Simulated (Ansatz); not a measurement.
## Profile along the Y–Y line in Y (hcp, Mg type)

Y (hcp, Mg type), conventional cell a = b = 3.599 Å, c = 5.587 Å, α = β = 90.00°, γ = 120.00°. The calculation uses the primitive cell of 2 atoms, to which meshes and values per cell refer.

Fields along a shortest Y–Y line of a (1 -1 0 0) plane (3.60 Å), from Y to Y, interpolated on the slice's grid (step about 0.2 Å). Calculation: PBEsol (plane waves to 420 eV, PAW, scalar-relativistic; Ansatz, a program for electronic structure). k mesh 15×15×9. These are valence fields of a PAW run, semicore shells included where kept as valence: close to a nucleus they are smooth pseudo fields. Y is run without spin polarisation. Y was relaxed with its symmetry unable to fall.

```json
[
 {"distance from Y (Å)": "0.00", "valence electron density (e/Å³)": "3.17", "electron localisation function": "x"},
 {"distance from Y (Å)": "0.18", "valence electron density (e/Å³)": "3.49", "electron localisation function": "x"},
 {"distance from Y (Å)": "0.36", "valence electron density (e/Å³)": "3.69", "electron localisation function": "x"},
 {"distance from Y (Å)": "0.54", "valence electron density (e/Å³)": "3.04", "electron localisation function": "0.85"},
 {"distance from Y (Å)": "0.72", "valence electron density (e/Å³)": "1.84", "electron localisation function": "0.85"},
 {"distance from Y (Å)": "0.90", "valence electron density (e/Å³)": "0.87", "electron localisation function": "0.67"},
 {"distance from Y (Å)": "1.08", "valence electron density (e/Å³)": "0.37", "electron localisation function": "0.34"},
 {"distance from Y (Å)": "1.26", "valence electron density (e/Å³)": "0.18", "electron localisation function": "0.12"},
 {"distance from Y (Å)": "1.44", "valence electron density (e/Å³)": "0.12", "electron localisation function": "0.12"},
 {"distance from Y (Å)": "1.62", "valence electron density (e/Å³)": "0.10", "electron localisation function": "0.18"},
 {"distance from Y (Å)": "1.80", "valence electron density (e/Å³)": "0.10", "electron localisation function": "0.24"},
 {"distance from Y (Å)": "1.98", "valence electron density (e/Å³)": "0.10", "electron localisation function": "0.18"},
 {"distance from Y (Å)": "2.16", "valence electron density (e/Å³)": "0.12", "electron localisation function": "0.12"},
 {"distance from Y (Å)": "2.34", "valence electron density (e/Å³)": "0.18", "electron localisation function": "0.12"},
 {"distance from Y (Å)": "2.52", "valence electron density (e/Å³)": "0.37", "electron localisation function": "0.34"},
 {"distance from Y (Å)": "2.70", "valence electron density (e/Å³)": "0.87", "electron localisation function": "0.67"},
 {"distance from Y (Å)": "2.88", "valence electron density (e/Å³)": "1.84", "electron localisation function": "0.85"},
 {"distance from Y (Å)": "3.06", "valence electron density (e/Å³)": "3.04", "electron localisation function": "0.85"},
 {"distance from Y (Å)": "3.24", "valence electron density (e/Å³)": "3.69", "electron localisation function": "x"},
 {"distance from Y (Å)": "3.42", "valence electron density (e/Å³)": "3.49", "electron localisation function": "x"},
 {"distance from Y (Å)": "3.60", "valence electron density (e/Å³)": "3.17", "electron localisation function": "x"}
]
```

x: too close to a nucleus for the ELF to mean much.

Density on the Y–Y line (3.60 Å) at its midpoint: 0.10 e/Å³. ELF at that point: 0.24.
